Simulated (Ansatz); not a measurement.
This Mg2Cd3Te5 structure is the end of a relaxation. The cell was found from a structure generator's guess, not taken from experiment.

Computed with Ansatz, DFT PBE, scalar-relativistic, plane waves, PAW. Cutoff 420 eV, Γ-centred mesh, Gaussian smearing, no spin polarisation.

```xyz
10
Lattice="2.3271 1.3436 18.9388 -2.3271 1.3436 18.9388 0.0000 -2.6871 18.9388" Properties=species:S:1:pos:R:3 pbc="T T T"
Mg    0.0000    0.0000   56.8091
Mg    0.0000    0.0000   45.4219
Cd    0.0000    0.0000   34.1199
Cd    0.0000    0.0000   11.3450
Cd    0.0000    0.0000   22.7369
Te    0.0000    0.0000   36.9881
Te    0.0000    0.0000   14.2057
Te    0.0000    0.0000   48.2437
Te    0.0000    0.0000   25.6016
Te    0.0000    0.0000    2.8141
```

Energies over the elements count from the elements' standard structures at the same level, with no fitted energy shifts.

Problem. Find its symmetry and describe it.

Solution. R3m (No. 160), with Mg and Cd ordered on zinc blende sites. Conventional cell: a = 4.654 Å, c = 56.816 Å. Mg on its first site is surrounded by 4 Te at 2.82–2.83 Å; around Mg on its second site lie 4 Te at 2.82–2.83 Å; around Cd on its first site lie 4 Te at 2.86–2.87 Å; Te on its first site is surrounded by 3 Mg at 2.83 Å and 1 Cd at 2.87 Å; 6 more sites not described.

Problem. How far does it lie from the elements in energy?

Solution. −0.628 eV/atom. A negative formation energy is needed for stability but isn't enough: competing phases decide.

Problem. Is it a metal?

Solution. No, the gap on the 6×6×6 mesh is 1.07 eV.

The last run used a 6×6×6 mesh for its 10-atom cell and Gaussian smearing of 0.02 eV. These runs have no spin–orbit coupling, which can matter for Te. Kohn–Sham gaps at this level usually fall short of measured ones. The missing spin–orbit coupling can work the other way here. The reference form of Te is held partly by dispersion forces, which this level lacks. A later test with randomly moved atoms came back to the same energy, though modes that don't fit the test's cell weren't probed.
